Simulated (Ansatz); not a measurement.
Input and output for Y3N (L12 type): DFT, PBE, all-electron LAPW, scalar-relativistic (Ansatz 0.2.0).

The cell comes from a relaxation on PAW files under the same functional, begun from a prototype that needn't be the stable phase.

Command: `ansatz run input.yaml --threads 1 --pin off --max-ram 3072MiB --backend cpu --events-out ev --progress --plain --runs-dir out` It took 59 s on 1 thread of AMD EPYC 7R43 64-Core Processor (Zen 3), with other jobs on the host, peak memory 0.53 GiB.

```yaml
crystal:
  lattice:
    - [4.4268809244, 0.0, 0.0]
    - [0.0, 4.4268809244, 0.0]
    - [0.0, 0.0, 4.4268809244]
  atoms:
    - { symbol: "N", position: [0.0, 0.0, 0.0] }
    - { symbol: "Y", position: [0.0, 0.5, 0.5] }
    - { symbol: "Y", position: [0.5, 0.0, 0.5] }
    - { symbol: "Y", position: [0.5, 0.5, 0.0] }
kpoints:
  mp_grid: { grid: [8, 8, 8] }
  band_path:
    path:
      - [0.0, 0.0, 0.0]
      - [0.0, 0.5, 0.0]
      - [0.5, 0.5, 0.0]
      - [0.0, 0.0, 0.0]
      - [0.5, 0.5, 0.5]
      - [0.0, 0.5, 0.0]
      - [0.5, 0.5, 0.5]
      - [0.5, 0.5, 0.0]
    npoints: 14
scf:
  occupations: { method: fermi_dirac, width: 0.05 }
hamiltonian:
  xc: pbe
  pseudopotentials: { kind: all_electron, lapw: { basis_error: 0.0005 } }
output:
  forces: true
  stress: true
  eigenvalues: true
  populations: true
  dos: { projected: true, de: 0.2, e_range: [-14, 8] }
```

Output:

```
N: projections on atomic orbitals take those of the free atom 1s2 2s2 2p3, of charge +0.00 (hamiltonian.pseudopotentials.projection_atoms)
Y: projections on atomic orbitals take those of the free atom 1s2 2s2 2p6 3s2 3p6 3d10 4s2 4p6 4d1 5s2, of charge +0.00 (hamiltonian.pseudopotentials.projection_atoms)
LAPW: plane waves up to 7.026 Å⁻¹, error target 5.0e-4 eV per atom; small_component_spin mean_spin; N in spheres of 1.565 Å, 5 of its electrons in bands, Dirac shells []; Y in spheres of 1.565 Å, 27 of its electrons in bands, Dirac shells [] (how accurate: hamiltonian.pseudopotentials.lapw.basis_error, Limitations)
Engine: ansatz 0.2.0
Pseudopotentials: kind: all_electron
Pseudopotential: N, LAPW, valence charge 5, lapw/all_electron/scalar/gaussian/N, Koelling and Harmon's equation, gaussian nucleus
Pseudopotential: Y, LAPW, valence charge 27, lapw/all_electron/scalar/gaussian/Y, Koelling and Harmon's equation, gaussian nucleus
Functional definition: PBE
  parameter kappa = 0.804
  parameter beta = 0.06672455060314922
  exchange = pbe_x(kappa = kappa, mu = beta*pi^2/3)
  correlation = pbe_c(beta = beta)
Crystal: 4 atoms, lattice volume = 86.755 Å³
Basis set: ecut = 188.0948916426656 eV, 485 PW (Γ), exchange–correlation at level 2
Bands: 52, of which v1, the nominal top of the filled ones, is band 43 counted from 1 (42 counted from 0)
Symmetry: 48 space group operations
Space group: Pm-3m (ITA 221), of the structure as read, at distance tolerance 4.4e-5 Å
k-points: 35 of 512
Non-local potential: N, projectors of the file, none
Non-local potential: Y, projectors of the file, none
Initial density: superposition of atomic densities (chi_scale 0.1, normalization cell, long waves kept (reshape's long-wave potential 0.01 eV rms))
Initial wavefunctions: plane waves of lowest kinetic energy (no species holds an atomic orbital)
Functional: x = pbe(κ = 0.804, μ = 0.2195149727645171), c = pbe(β = 0.06672455060314922)
iter 1 solved again at ethr=2.09e-3 eV; its pass at ethr=1.00e-1 eV (dr2=1.80e0 eV) is discarded
SCF iter   1: F=—  HF=-277845.941788 eV  |F-HF|=—  |Δ(HF+E_count)|=         —  Δρ=3.40e-2  dr2=1.80e0  ethr=2.09e-3  ⟨swp⟩=2.0  Hψ=11422  notcnv=0
preconditioner: auto → Kerker (q_TF=auto, 2.724 Å⁻¹)  [metal: Δε(μ)=0.034 eV  Ē_g=6.088 eV  σ=0.050 eV  W_gap=0.17  n_scr=26 (ndim 8)  ℏωp=14.9 eV  f_vac=0.000  D(μ)=4.69/eV (n_scr^D=32)]
SCF iter   2: F=—  HF=-277846.177761 eV  |F-HF|=—  |Δ(HF+E_count)|=   2.36e-1  Δρ=2.64e-2  dr2=2.34e0  ethr=2.09e-3  ⟨swp⟩=3.0  Hψ=5753  notcnv=0
SCF iter   3: F=—  HF=-277845.254236 eV  |F-HF|=—  |Δ(HF+E_count)|=   9.24e-1  Δρ=1.71e-2  dr2=6.91e-1  ethr=2.09e-3  ⟨swp⟩=2.0  Hψ=5106  notcnv=0
iter 4 solved again at ethr=4.88e-5 eV; its pass at ethr=8.03e-4 eV (dr2=4.20e-2 eV) is discarded
SCF iter   4: F=—  HF=-277845.063528 eV  |F-HF|=—  |Δ(HF+E_count)|=   1.91e-1  Δρ=4.57e-3  dr2=4.21e-2  ethr=4.88e-5  ⟨swp⟩=2.0  Hψ=9005  notcnv=0
SCF iter   5: F=—  HF=-277845.070003 eV  |F-HF|=—  |Δ(HF+E_count)|=         —  Δρ=3.39e-3  dr2=3.30e-2  ethr=4.88e-5  ⟨swp⟩=2.1  Hψ=5709  notcnv=0
the basis was enlarged: its passes take 980.6 KiB over the memory plan, 1 of 1 planned eigensolver slots
SCF iter   6: F=—  HF=-277845.054248 eV  |F-HF|=—  |Δ(HF+E_count)|=   1.58e-2  Δρ=5.92e-4  dr2=6.17e-4  ethr=3.83e-5  ⟨swp⟩=2.8  Hψ=5509  notcnv=0
SCF iter   7: F=—  HF=-277845.054095 eV  |F-HF|=—  |Δ(HF+E_count)|=   1.53e-4  Δρ=2.66e-4  dr2=1.58e-4  ethr=7.17e-7  ⟨swp⟩=2.1  Hψ=5683  notcnv=0
SCF iter   8: F=—  HF=-277845.054056 eV  |F-HF|=—  |Δ(HF+E_count)|=   3.86e-5  Δρ=8.55e-5  dr2=1.88e-5  ethr=1.84e-7  ⟨swp⟩=2.0  Hψ=5680  notcnv=0
SCF iter   9: F=—  HF=-277845.054053 eV  |F-HF|=—  |Δ(HF+E_count)|=   3.35e-6  Δρ=4.70e-5  dr2=7.30e-6  ethr=2.19e-8  ⟨swp⟩=2.0  Hψ=5680  notcnv=0
SCF iter  10: F=—  HF=-277845.054052 eV  |F-HF|=—  |Δ(HF+E_count)|=   8.88e-7  Δρ=2.87e-5  dr2=2.34e-6  ethr=8.49e-9  ⟨swp⟩=2.0  Hψ=5680  notcnv=0
SCF iter  11: F=—  HF=-277845.054051 eV  |F-HF|=—  |Δ(HF+E_count)|=   9.96e-7  Δρ=8.43e-6  dr2=1.05e-7  ethr=2.72e-9  ⟨swp⟩=2.0  Hψ=5680  notcnv=0
SCF iter  12: F=-277845.054051 eV  HF=-277845.054051 eV  |F-HF|=9.95e-9  |Δ(HF+E_count)|=   3.67e-9  Δρ=3.54e-6  dr2=1.45e-8  ethr=1.22e-10  ⟨swp⟩=2.0  Hψ=5680  notcnv=0
SCF 1 converged in 12 iterations: F = -277845.054051 eV  dr2 = 1.45e-8
NSCF: frozen V_eff on 99 k-points
SCF converged after 12 iterations
Free energy (F): -277845.054051 eV
Harris-Foulkes:  -277845.054051 eV  (|F-HF|=9.95e-9)
Internal energy: -277845.006149 eV  (E = F + TS)
E sigma→0 (E₀):  -277845.030100 eV
Entropy (-TS):   -0.047901 eV (-11.975 meV/atom)
Fermi energy:    13.510833 eV
--- Per-component energies (eV) ---
  E_band       = -8960.834558
  E_kinetic    = 286481.830174
  E_xc         = -9143.753075
  E_electrostatic = -555183.083248  (all electrons and nuclei)
  E_smearing   = -0.047901  (= −TS)
  E_closure    = 0.000000  (closes the sum)
  E_atoms      = -277825.938213  (free atoms, spherical and without spin; not in F)
  Σ components = -277845.054051   (vs F -277845.054051, Δ=0.00e0)
  Basis errors (estimates in eV, not in F): energy 7.0e-5 per atom: plane waves 5.0e-5 (2.5e-5 summed), levels above the bands 2.5e-32, relativity 2.7e-8, radial functions 2.0e-5, core shells 8.4e-8; eigenvalues (radial functions only) 5.8e-7; not estimated: angular momenta, meshes, grids; target (lapw.basis_error) 5.0e-4; muffin-tin radii N 1.565 Å, Y 1.565 Å
--- Forces (eV/Å), atoms counted from 1 ---
  atom   1  N     -0.00000000     0.00000000    -0.00000000
  atom   2  Y     -0.00000000     0.00000000     0.00000000
  atom   3  Y     -0.00000000     0.00000000    -0.00000000
  atom   4  Y     -0.00000000     0.00000000     0.00000000
  max |Σ_I F_I| component: 2.87e-30 eV/Å
--- Stress (GPa, compression-positive) ---
       -0.002306       0.000000       0.000000
        0.000000      -0.002306       0.000000
        0.000000       0.000000      -0.002306
  P = ⅓ Tr σ = -0.0023 GPa (-0.023 kbar)
--- Band table (eV; the first three rows and the last of 35) ---
  k-point 0: bands = ["-267.2499", "-267.2499", "-267.2499", "-267.2499", "-267.2499", "-267.2499", "-267.2304", "-267.2304", "-267.2304", "-131.8573", "-131.8573", "-131.8573", "-131.8553", "-131.8553", "-131.8553", "-131.8393", "-131.8393", "-131.8393", "-131.8350", "-131.8350", "-131.8350", "-131.8350", "-131.8350", "-131.8350", "-29.0948", "-28.7690", "-28.7690", "-9.6377", "-9.6377", "-9.6377", "-8.8990", "-8.8990", "-8.8990", "-8.3915", "-8.3915", "-8.3915", "0.5003", "9.5778", "11.5692", "11.5692", "11.5692", "12.2186", "12.2186", "12.3110", "12.4894", "12.4894", "12.4894", "17.2151", "17.2151", "17.2151", "19.3844", "19.3844"]
  k-point 1: bands = ["-267.2499", "-267.2499", "-267.2499", "-267.2499", "-267.2499", "-267.2499", "-267.2304", "-267.2304", "-267.2304", "-131.8573", "-131.8573", "-131.8573", "-131.8553", "-131.8553", "-131.8553", "-131.8393", "-131.8393", "-131.8393", "-131.8350", "-131.8350", "-131.8350", "-131.8350", "-131.8350", "-131.8350", "-29.0840", "-28.7801", "-28.7688", "-9.6119", "-9.6119", "-9.6010", "-8.9094", "-8.9094", "-8.9048", "-8.4485", "-8.4118", "-8.4118", "0.5292", "9.7030", "11.0026", "11.4135", "11.4135", "12.4030", "12.4164", "12.5488", "12.7672", "12.7672", "12.9737", "17.0135", "17.3201", "17.3201", "18.8833", "19.1587"]
  k-point 2: bands = ["-267.2499", "-267.2499", "-267.2499", "-267.2499", "-267.2499", "-267.2499", "-267.2304", "-267.2304", "-267.2304", "-131.8573", "-131.8573", "-131.8573", "-131.8553", "-131.8553", "-131.8553", "-131.8393", "-131.8393", "-131.8393", "-131.8350", "-131.8350", "-131.8350", "-131.8350", "-131.8350", "-131.8350", "-29.0539", "-28.8110", "-28.7684", "-9.5417", "-9.5417", "-9.4944", "-8.9431", "-8.9431", "-8.9189", "-8.6037", "-8.4604", "-8.4604", "0.5995", "9.7825", "10.7129", "11.1689", "11.1689", "12.7076", "12.8590", "12.9219", "13.3929", "13.3929", "13.8713", "16.5462", "17.4548", "17.4548", "17.7262", "18.0168"]
  k-point 34: bands = ["-267.2499", "-267.2499", "-267.2499", "-267.2499", "-267.2499", "-267.2499", "-267.2304", "-267.2304", "-267.2304", "-131.8573", "-131.8573", "-131.8573", "-131.8553", "-131.8553", "-131.8553", "-131.8393", "-131.8393", "-131.8393", "-131.8350", "-131.8350", "-131.8350", "-131.8350", "-131.8350", "-131.8350", "-28.8749", "-28.8749", "-28.8749", "-10.0261", "-9.5899", "-9.5899", "-9.5899", "-8.4891", "-8.4891", "-8.4891", "-8.3681", "-8.3681", "0.6214", "11.0939", "11.0939", "11.0939", "11.8194", "11.8194", "11.8194", "13.6288", "15.0713", "15.0713", "15.0713", "15.9295", "16.8205", "16.8205", "16.8205", "18.1683"]
--- Löwdin populations: 4 sites ---
  site symbol       q [e]
     0      N      7.7140
     1      Y     38.7275
     2      Y     38.7275
     3      Y     38.7275
  spilling = 0.000834 (of n_electrons = 124.000000)
```

populations.tsv:

```
# site	symbol	l	j	q
# orbitals = lowdin
# n_electrons = 124.000000
# spilling = 0.000834
# projection_atom_N: 1s2 2s2 2p3
# projection_atom_Y: 1s2 2s2 2p6 3s2 3p6 3d10 4s2 4p6 4d1 5s2
0	N	0_1S	-	1.998797
0	N	0_2S	-	1.758956
0	N	1_2P	-	3.956274
1	Y	0_1S	-	1.999995
1	Y	0_2S	-	1.999773
1	Y	0_3S	-	1.995817
1	Y	0_4S	-	1.922531
1	Y	0_5S	-	0.567311
1	Y	1_2P	-	5.999998
1	Y	1_3P	-	5.999659
1	Y	1_4P	-	5.919270
1	Y	2_3D	-	9.999951
1	Y	2_4D	-	2.323229
2	Y	0_1S	-	1.999995
2	Y	0_2S	-	1.999773
2	Y	0_3S	-	1.995817
2	Y	0_4S	-	1.922531
2	Y	0_5S	-	0.567311
2	Y	1_2P	-	5.999998
2	Y	1_3P	-	5.999659
2	Y	1_4P	-	5.919270
2	Y	2_3D	-	9.999951
2	Y	2_4D	-	2.323229
3	Y	0_1S	-	1.999995
3	Y	0_2S	-	1.999773
3	Y	0_3S	-	1.995817
3	Y	0_4S	-	1.922531
3	Y	0_5S	-	0.567311
3	Y	1_2P	-	5.999998
3	Y	1_3P	-	5.999659
3	Y	1_4P	-	5.919270
3	Y	2_3D	-	9.999951
3	Y	2_4D	-	2.323229
```
